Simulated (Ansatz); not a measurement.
AsPdSe:
```
AsPdSe
1.0
    6.07794     0.00000     0.00000
    0.00000     6.07794     0.00000
    0.00000     0.00000     6.07794
Pd As Se
4 4 4
Direct
  0.00567   0.00567   0.00567
  0.49433   0.99433   0.50567
  0.50567   0.49433   0.99433
  0.99433   0.50567   0.49433
  0.61802   0.61802   0.61802
  0.88198   0.38198   0.11802
  0.11802   0.88198   0.38198
  0.38198   0.11802   0.88198
  0.38498   0.38498   0.38498
  0.11502   0.61502   0.88498
  0.88498   0.11502   0.61502
  0.61502   0.88498   0.11502
```

Relaxed with PBEsol.

Q: Give the Bader charges and basin volumes of the independent atoms, plane-wave PAW PBEsol (Ansatz code).

A: 

| atom | Bader charge (e) | Bader volume (Å³) |
|---|---|---|
| Pd1 | -0.06 | 17.1 |
| As5 | +0.30 | 18.2 |
| Se9 | -0.24 | 20.8 |

Space group P2_13. The workflow started from an entry of the Crystallography Open Database (COD). Its standing as an ambient phase is unchecked. The cell was relaxed with PBEsol under the symmetry of its start; whether a distortion lowers the energy is not shown. No spin polarisation was allowed.

Potentials: the later of the program's two PAW sets.
